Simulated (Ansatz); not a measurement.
ZnCr2S4 (spinel, Fd-3m), plane-wave PAW PBEsol (Ansatz code), all energies at zero smearing, with the estimated change up to a 700 eV cutoff added, with one set of potentials and settings (totals compare only within such a set). Cell of 14 atoms (2 Zn, 4 Cr, 8 S): -27048.423 eV.

| element | reference phase | E (eV/atom) |
|---|---|---|
| Zn | P6_3/mmc, 2 atoms in the cell | -3280.9077 |
| Cr | Im-3m, 1 atoms in the cell | -3349.1978 |
| S | Fddd, 32 atoms in the cell | -884.8920 |

Formation energy per atom, worked out: (-27048.423 − 2×(-3280.9077) − 4×(-3349.1978) − 8×(-884.8920))/14 = -0.763 eV/atom (-74 kJ per mol of atoms), at 0 K, without zero-point energy or fitted corrections.

The workflow started from an entry of the Crystallography Open Database (COD). Whether it is the stable phase at ambient conditions was not checked. Symmetry was held in the PBEsol relaxation; whether a distortion lowers the energy is not shown. The final state is ferromagnetic, chosen from 2 collinear starts compared on coarse meshes (ties went to the first, and starts can fall back to one state), not a proven ground state. No Hubbard U is applied. The references are the lowest solids computed at this level, not always the standard phases.

Potentials: the later of the program's two PAW sets.
